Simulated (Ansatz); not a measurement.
AgBr (rock salt)

```
CELL_PARAMETERS angstrom
      0.00000     2.83697     2.83697
      2.83697     0.00000     2.83697
      2.83697     2.83697     0.00000
ATOMIC_POSITIONS crystal
  Br 0.00000 0.00000 0.00000
  Ag 0.50000 0.50000 0.50000
```

E(V) scan at fixed shape, V₀ the volume above. Symmetry pins the atoms to their sites.

Level of theory: PBEsol (plane waves to 420 eV, PAW, scalar-relativistic; Ansatz, a first-principles code). k mesh 10×10×10 (Γ-centred), Fermi-Dirac smearing 0.05 eV. Energies are smeared free energies. Stress and pressure are positive under compression. AgBr was relaxed with its symmetry unable to fall. The zero of ΔE is the relaxed starting cell.

```tsv
V (Å³/cell)	ΔE (meV/atom)	P (GPa)
42.93	15.4	3.83
43.47	9.6	2.94
44.02	5.3	2.12
44.57	2.3	1.36
45.12	0.6	0.66
45.67	0.0	0.00
46.21	0.5	-0.60
46.76	2.0	-1.16
47.31	4.5	-1.68
47.86	7.7	-2.16
48.41	11.8	-2.60
```

Key numbers:

```
Property                                                  Result
-------------------------------------------------  -------------
Pressure at the smallest volume                         3.83 GPa
Energy cost of the largest compression             15.4 meV/atom
Energy cost of the largest expansion               11.8 meV/atom
Bulk modulus B₀ (third-order Birch-Murnaghan fit)       52.3 GPa
Pressure derivative B₀′ (fit)                                5.4
Equilibrium volume of the fit                      22.84 Å³/atom
Pressure for 5 % compression (fit)                       3.1 GPa
```

The 11 points together took very roughly 13 core-seconds.

(A scan under strain: stresses follow from slopes of the energy per volume, elastic moduli from its curvatures.)
